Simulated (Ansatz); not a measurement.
Input:

LaSi2:
```
CELL_PARAMETERS angstrom
     -2.18629     2.18629     6.85644
      2.18629    -2.18629     6.85644
      2.18629     2.18629    -6.85644
ATOMIC_POSITIONS crystal
  La 0.50000 0.50000 0.00000
  La 0.25000 0.75000 0.50000
  Si 0.83510 0.33510 0.50000
  Si 0.08510 0.08510 0.00000
  Si 0.91490 0.91490 0.00000
  Si 0.66490 0.16490 0.50000
```

This is the r²SCAN-relaxed structure.

### Question
All from the program Ansatz at the r²SCAN level (PAW), unless another level is named. Give the electronic character.

### Answer
metallic (no gap).

### Question
And the formation energy from the elements (no fitted shifts)?

### Answer
-0.71 eV/atom.

### Question
What about the density of states at the Fermi level?

### Answer
0.46 states/eV per atom (mean over ±0.08 eV).

Space group I4_1/amd. The workflow started from a Materials Project entry (that database holds measured and hypothetical structures alike); the Crystallography Open Database files this formula in space group No. 141, but the cells were not matched. Whether it is the stable phase at ambient conditions was not checked. The r²SCAN relaxation kept the symmetry of its start; its stability against distortions is not shown here. The references are the lowest solids computed at this level, not always the standard phases. Spin–orbit coupling is left out wherever it is not named.

Potentials: the earlier of the program's two PAW sets.
